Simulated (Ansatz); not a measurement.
## What DFT gives for KHF$_{2}$

```xyz
8
Lattice="-2.8323 2.8323 3.4017 2.8323 -2.8323 3.4017 2.8323 2.8323 -3.4017" Properties=species:S:1:pos:R:3 pbc="T T T"
K     0.0000    0.0000    1.7009
K     0.0000    0.0000    5.1026
H     0.0000    2.8323    0.0000
H     2.8323    0.0000    0.0000
F     0.7976    3.6299    0.0000
F     2.0347    0.7976    0.0000
F     2.0347   -0.7976    3.4017
F     0.7976    2.0347    3.4017
```

The numbers come from plane-wave PAW DFT (Ansatz): r2SCAN, no spin polarisation, 500 eV, 6×6×6 Γ-centred k points, cold occupations (width 0.1605 eV). Nothing was relaxed.

**Question.** What is the formation energy?

**Answer.** -2.43 eV an atom against the elements' usual phases (free molecules for gases, crystals otherwise, with no correction for O₂ or N₂), so it is bound against them; other compounds may still compete. Relaxing would lower it.

**Question.** What is the character of the valence top and the conduction bottom?

**Answer.** Within 0.7 eV of the edges, the states project mainly on F p (99 %) below the gap and on K s (74 %) and F s (14 %) above it.

**Question.** Metal or insulator? Give the gap.

**Answer.** The gap is 7.88 eV, indirect (the least direct gap found is 7.93 eV).

**Question.** Which atom feels the largest force, and which way?

**Answer.** The largest is on F5 (and as large on other atoms): 0.35 eV/Å, components (0.25, 0.25, 0.00). It makes 180° with the line to a nearest neighbour, H3 at 1.13 Å, pointing away from it.

Origin: a database entry at a rescaled volume. Caveats: wide smearing.
